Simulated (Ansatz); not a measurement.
Values for one crystal, relaxed and computed with r²SCAN (plane waves, PAW; program Ansatz); other levels are named.

| Property | Value |
|---|---|
| Volume per atom | 28.07 Å³ |
| Electronic character | metallic (no gap) |
| Formation energy from the elements (no fitted shifts) | -0.73 eV/atom |
| Density of states at the Fermi level | 1.1 states/eV per atom (mean over ±0.08 eV) |

Problem. Which of these materials gives this?
A. YNiGe, Pnma (Y on 4c, Ni on 4c, Ge on 4c)
B. La2AlGe, Amm2 (La on 2a, La on 2b, Al on 2a, Ge on 2b)
C. LaSi2, I4_1/amd (La on 4b, Si on 8e)
D. La3Al4Si6, P-3m1 (Pearson symbol hP13)

Solution. B, La2AlGe, Amm2 (La on 2a, La on 2b, Al on 2a, Ge on 2b)

The workflow started from a Materials Project entry (that database holds measured and hypothetical structures alike); the Crystallography Open Database copy checked does not list it. With Al and Ge taken as one species the cell has the higher symmetry Cmcm, so it may be an ordered model of a mixed-site phase. Whether it is the stable phase at ambient conditions was not checked. The r²SCAN relaxation kept the symmetry of its start; whether a distortion lowers the energy is not shown. The references are the lowest solids computed at this level, not always the standard phases. Spin–orbit coupling is left out wherever it is not named.

Potentials: the earlier of the program's two PAW sets.
